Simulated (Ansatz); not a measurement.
A generator proposed this cell of B₃C.

```cif
data_structure
_symmetry_space_group_name_H-M 'P-6m2'
_symmetry_Int_Tables_number 187
_cell_length_a 2.4104
_cell_length_b 2.4104
_cell_length_c 7.5088
_cell_angle_alpha 90.000
_cell_angle_beta 90.000
_cell_angle_gamma 120.000
_cell_volume 37.78
loop_
_atom_site_label
_atom_site_type_symbol
_atom_site_symmetry_multiplicity
_atom_site_Wyckoff_symbol
_atom_site_fract_x
_atom_site_fract_y
_atom_site_fract_z
_atom_site_occupancy
B1 B 1 a 0.00000 0.00000 0.00000 1
B2 B 2 i 0.66667 0.33333 0.76162 1
C1 C 1 b 0.00000 0.00000 0.50000 1
```

The calculation used DFT PBE, scalar-relativistic, plane waves, PAW (Ansatz 0.2.0). Settings: cutoff 420 eV, Γ-centred mesh 12×12×2 on the computed 4-atom cell, Gaussian smearing of 0.10 eV; no spin polarisation.

Formation energies are uncorrected and refer to the elements' standard structures at the same level.

Question: What does a single point on this coarse mesh give?

Answer: The pressure is -37.2 GPa (the mean over three directions, positive in compression), the largest force is 0.74 eV/Å, and the energy is +2.86 eV/atom against the elements. The shortest distance is 2.27 Å.

Question: How much does it gain on relaxing, and where does it end?

Answer: Relaxing gains about 1.4 eV/atom (the start's value is from the coarse mesh, so the gain is rough) in 33 ionic steps and ends at +1.43 eV/atom on the finer mesh. The symmetry stays P-6m2 (No. 187). The volume per atom shrinks by 28.7 %, from 9.4 to 6.7 Å³. The shortest distance goes from 2.27 Å (B–B) to 1.71 Å (B–B). The ratio c/a of the conventional cell changes by a factor of 0.59. Conventional cell: a = 2.568 Å, c = 4.715 Å. B on a site of symmetry -6m2 is surrounded by 6 B at 2.11 Å, 2 C at 2.36 Å and 6 B at 2.57 Å; around B on a site of symmetry 3m lie 1 B at 1.71 Å, 3 C at 1.71 Å and 3 B at 2.11 Å; C is surrounded by 6 B at 1.71 Å and 2 B at 2.36 Å.

The last run used a 24×24×10 mesh (in the run's order of axes) for its 4-atom cell and Gaussian smearing of 0.10 eV. An odd number of electrons in the primitive cell allows no gap without spin; a larger cell or a magnetic state could open one. The reference form of C is held partly by dispersion forces, which this level lacks. The relaxation can't lower the symmetry of the start. Symmetry constrained the relaxation, so the result can be a saddle point. Another cell of B3C relaxed alike, in Im-3m, lies 33 meV/atom lower, so this cell isn't the stable form at this level.
